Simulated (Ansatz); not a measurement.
input.yaml for CoH$_{3}$ (Ansatz 0.2.0)

```yaml
crystal:
  lattice:
    - [2.611335, 0.0, 0.0]
    - [0.0, 2.611335, 0.0]
    - [0.0, 0.0, 2.611335]
  atoms:
    - { symbol: Co, position: [0.0, 0.0, 0.0] }
    - { symbol: H, position: [0.0, 0.5, 0.5] }
    - { symbol: H, position: [0.5, 0.0, 0.5] }
    - { symbol: H, position: [0.5, 0.5, 0.0] }
total_charge: 0.5
basis:
  ecutwfc: 420
  ecutrho_ratio: 6
kpoints:
  mp_grid: { grid: [4, 4, 4] }
hamiltonian:
  xc: lda
scf:
  occupations: { method: cold }
  eigensolver: { kind: davidson, full_accuracy: true }
  max_iter: 98
output:
  forces: true
  stress: true
  eigenvalues: true
```

Command:

```bash
ansatz run input.yaml --threads 1 --pin off --max-ram 1331MiB --backend cpu --events-out ev --progress --plain --runs-dir out
```

Output, shortened (HF is the Harris–Foulkes energy, dr2 the density residual in eV):

```text
Pseudopotential: Co, paw, valence charge 17, recommended cutoff 420 eV (normal)
Pseudopotential: H, paw, valence charge 1, recommended cutoff 420 eV (normal)
Crystal: 4 atoms, lattice volume = 17.807 Å³
Basis set: ecut = 420 eV, 365 PW (Γ)
Bands: 14, of which v1, the nominal top of the filled ones, is band 10 counted from 1 (9 counted from 0)
Symmetry: 48 space group operations
Space group: Pm-3m (ITA 221), of the structure as read, at distance tolerance 2.6e-5 Å
k-points: 10 of 64
PAW frozen core: Co, regenerated for the run's functional, and the local potential with it (the file was generated under x = pbe(κ = 0.804, μ = 0.2195), c = pbe(β = 0.0667))
Initial density: superposition of atomic densities (neutral atoms scaled as one to the charged cell's electrons: chi_scale 0, normalization atom), corrected by the library's trained network
SCF iter   1: HF=-5119.632232 eV  Δρ=4.81e-1  dr2=2.70e1  reapply=7
SCF iter   2: HF=-5115.904594 eV  S|Δr|=   1.52e-6  Δρ=7.71e-2  dr2=9.74e-1 (applied; sched 1.00e-12) reapply=1
SCF iter   3: HF=-5115.744023 eV  S|Δr|=    0.00e0  Δρ=2.38e-2  dr2=4.61e-2
SCF iter   4: HF=-5115.747820 eV  S|Δr|=    0.00e0  Δρ=5.44e-3  dr2=2.37e-3
SCF iter   5: HF=-5115.748815 eV  S|Δr|=    0.00e0  Δρ=1.71e-3  dr2=2.23e-4 (applied; sched 1.00e-12)
SCF iter   6: HF=-5115.748795 eV  S|Δr|=    0.00e0  Δρ=2.98e-4  dr2=6.56e-6 (applied; sched 1.00e-12)
SCF iter   7: F=-5115.748794 eV  HF=-5115.748794 eV  S|Δr|=    0.00e0  Δρ=1.56e-5  dr2=3.09e-8 (applied; sched 1.00e-12)
SCF 1 converged in 7 iterations: F = -5115.748794 eV  dr2 = 3.09e-8
SCF converged after 7 iterations
Stability not checked: this state was not tested for a lower state beside it, because cold or Methfessel-Paxton smearing, or corrected tetrahedra, fill the levels in a way that the test cannot read (fill_not_monotonic; see scf.lower_state_search)
Free energy (F): -5115.748794 eV
E sigma→0 (E₀):  -5115.745107 eV
Entropy (-TS):   -0.011062 eV (-2.766 meV/atom)
Fermi energy:    12.706210 eV
--- Forces (eV/Å), atoms counted from 1 ---
  atom   1  Co    -0.00000000     0.00000000     0.00000000
  atom   2  H      0.00000000     0.00000000     0.00000000
  atom   3  H      0.00000000    -0.00000000     0.00000000
  atom   4  H      0.00000000    -0.00000000     0.00000000
--- Stress (GPa, compression-positive) ---
        8.621115      -0.000000       0.000000
       -0.000000       8.621115       0.000000
        0.000000       0.000000       8.621115
  P = ⅓ Tr σ = 8.6211 GPa (86.211 kbar)
```

Settings here are deliberately varied, not converged. The charged cell sits in a uniform compensating background.